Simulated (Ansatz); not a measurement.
Structure relaxation, SiMo2

The relaxed structure here is a generated cell of SiMo2: the first start was made by placing the elements on the sites of a structure type, and the end was not matched to a known phase here, so it may be hypothetical.

The start is a generated cell, SiMo2 placed in the Co2Si structure type. Cell shape, volume and atoms are optimised at zero target pressure with r2SCAN (plane waves to 500 eV, PAW, scalar-relativistic; Ansatz, a quantum-chemistry and plane-wave program). The first steps use a coarse 4×5×3 k-mesh.

Starting cell:
```
CELL_PARAMETERS angstrom
      5.41770     0.00000     0.00000
      0.00000     4.11780     0.00000
      0.00000     0.00000     7.83132
ATOMIC_POSITIONS crystal
  Mo 0.53800 0.25000 0.78200
  Mo 0.03800 0.25000 0.71800
  Mo 0.46200 0.75000 0.21800
  Mo 0.96200 0.75000 0.28200
  Mo 0.17400 0.25000 0.06200
  Mo 0.67400 0.25000 0.43800
  Mo 0.82600 0.75000 0.93800
  Mo 0.32600 0.75000 0.56200
  Si 0.70200 0.25000 0.11100
  Si 0.20200 0.25000 0.38900
  Si 0.29800 0.75000 0.88900
  Si 0.79800 0.75000 0.61100
```

* **Largest initial force**: about 0.9 eV/Å, on Mo1, Mo2, Mo3, Mo4 (atoms numbered as listed)
* **Outcome**: The space group stays Pnma (No. 62) (the run could not lower it); the end is AFLOW prototype A2B_oP12_62_2c_c (C37, as in Co2Si), with 12 atoms in the primitive cell
* **Energy released**: 0.06 eV/atom
* **Volume change**: +0.6 %, from 14.56 to 14.64 Å³/atom
* **Shortest distances (start → end)**: The closest pairs of elements (up to four, under 3.6 Å), start → end: Mo–Si 2.55 → 2.56 Å; Mo–Mo 2.75 → 2.69 Å; Si–Si 3.47 → 3.45 Å
* **Optimiser moves**: 14

Relaxed structure:

Space group Pnma (No. 62); a = 5.292 Å, b = 4.177 Å, c = 7.948 Å, α = 90.00°, β = 90.00°, γ = 90.00°

```csv
atom,site,symmetry,x,y,z
Mo,4c,.m.,0.0797,0.2500,0.7203
Mo,4c,.m.,0.1990,0.2500,0.0629
Si,4c,.m.,0.2051,0.2500,0.3890
```

Final values are on a 7×9×5 k-mesh of the relaxed cell. No spin polarisation in the result.

The run could not lose the symmetry of its start: the end is stationary, and may be a saddle point rather than a minimum.
